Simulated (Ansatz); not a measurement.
Simulated powder pattern, Cu Kα, λ = 1.54184 Å (kinematic, ideal powder, no thermal factors, no anomalous dispersion; the 30 strongest lines at most, above 1 %, up to 2θ = 90°):

```json
[
 {"2θ (°)": "33.44", "I/Imax (%)": "25"},
 {"2θ (°)": "34.63", "I/Imax (%)": "100"},
 {"2θ (°)": "35.45", "I/Imax (%)": "67"},
 {"2θ (°)": "37.99", "I/Imax (%)": "99"},
 {"2θ (°)": "43.10", "I/Imax (%)": "18"},
 {"2θ (°)": "49.53", "I/Imax (%)": "8.8"},
 {"2θ (°)": "56.99", "I/Imax (%)": "26"},
 {"2θ (°)": "59.78", "I/Imax (%)": "61"},
 {"2θ (°)": "65.33", "I/Imax (%)": "46"},
 {"2θ (°)": "70.26", "I/Imax (%)": "2.3"},
 {"2θ (°)": "70.96", "I/Imax (%)": "11"},
 {"2θ (°)": "71.46", "I/Imax (%)": "46"},
 {"2θ (°)": "73.05", "I/Imax (%)": "16"},
 {"2θ (°)": "74.53", "I/Imax (%)": "6.1"},
 {"2θ (°)": "75.02", "I/Imax (%)": "3.3"},
 {"2θ (°)": "76.49", "I/Imax (%)": "3.8"},
 {"2θ (°)": "81.23", "I/Imax (%)": "2.0"},
 {"2θ (°)": "87.24", "I/Imax (%)": "7.6"}
]
```

The pattern belongs to a structure relaxed with PBE (plane waves, PAW; program Ansatz).

The compound is SiC.

Problem. Give the crystal system and the lattice parameters.

Solution. hexagonal, P6_3mc; a = 3.094 Å, c = 10.129 Å.

The PBE relaxation kept the symmetry of its start.

Potentials: the earlier of the program's two PAW sets.
